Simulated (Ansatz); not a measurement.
## CaH12Cl2O6 — electric field gradients

The cell is a measured structure from the Crystallography Open Database (COD) whose atoms were relaxed with PBE, the cell held.

```
Ca H Cl O
1.0
     7.87600    0.00000    0.00000
    -3.93800    6.82082    0.00000
     0.00000    0.00000    3.95400
Ca H Cl O
1 12 2 6
Direct
  0.00000 0.00000 0.00000
  0.76543 0.11371 0.51822
  0.88629 0.65172 0.51822
  0.34828 0.23457 0.51822
  0.11371 0.76543 0.48178
  0.65172 0.88629 0.48178
  0.23457 0.34828 0.48178
  0.43592 0.10035 0.09916
  0.89965 0.33557 0.09916
  0.66443 0.56408 0.09916
  0.10035 0.43592 0.90084
  0.33557 0.89965 0.90084
  0.56408 0.66443 0.90084
  0.66667 0.33333 0.40298
  0.33333 0.66667 0.59702
  0.78518 0.00000 0.50000
  0.00000 0.78518 0.50000
  0.21482 0.21482 0.50000
  0.31103 0.00000 0.00000
  0.00000 0.31103 0.00000
  0.68897 0.68897 0.00000
```

Atoms are numbered from 1 in the order listed; like atoms form one site, named after its first atom.

Computed with Ansatz: DFT, PBE, plane waves and PAW, scalar-relativistic, 420 eV cutoff, Γ-centred 3×3×5 k-points, Fermi–Dirac smearing 0.02 eV.

Conventions: |V_zz| ≥ |V_yy| ≥ |V_xx|, η = (V_xx − V_yy)/V_zz, C_Q = eQV_zz/h. Directions are in the Cartesian axes of the cell vectors above, for the atom listed; none is given where the gradient is under 0.02 or η is above 0.95.

| site | first atom | first shell | V_zz (10²¹ V/m²) | η | direction of V_zz (x, y, z) |
| --- | --- | --- | --- | --- | --- |
| Ca | 1 | 9 O at 2.45–2.60 Å | 0.46 | 0.00 | 0.00 0.00 1.00 |
| H2 | 2 | 1 O at 0.99 Å; also 1 Cl at 2.27 Å | 3.56 | 0.11 | -0.59 0.80 0.08 |
| H8 | 8 | 1 O at 0.98 Å; also 1 Cl at 2.19 Å | 3.57 | 0.14 | 0.59 0.70 0.40 |
| Cl | 14 | 6 H at 2.19–2.27 Å; also 6 O at 3.15–3.22 Å | -3.26 | 0.00 | 0.00 0.00 1.00 |
| O16 | 16 | 2 H at 0.99 Å, angle 104°; also 2 Ca at 2.60 Å | -13.33 | 0.78 | 0.00 -0.09 1.00 |
| O19 | 19 | 2 H at 0.98 Å, angle 107°; also 1 Ca at 2.45 Å | -14.83 | 0.71 | 0.00 -0.49 0.87 |

An axis of threefold or higher order runs through Ca and Cl, so V_zz lies along it and η is zero. At H2 and H8 V_zz points along its bond to O (within 2°) in each case. At O19 V_zz stands upright on the plane of its two bonds (within 1°).

The lattice is static: at room temperature water may turn and average the couplings of its hydrogen.
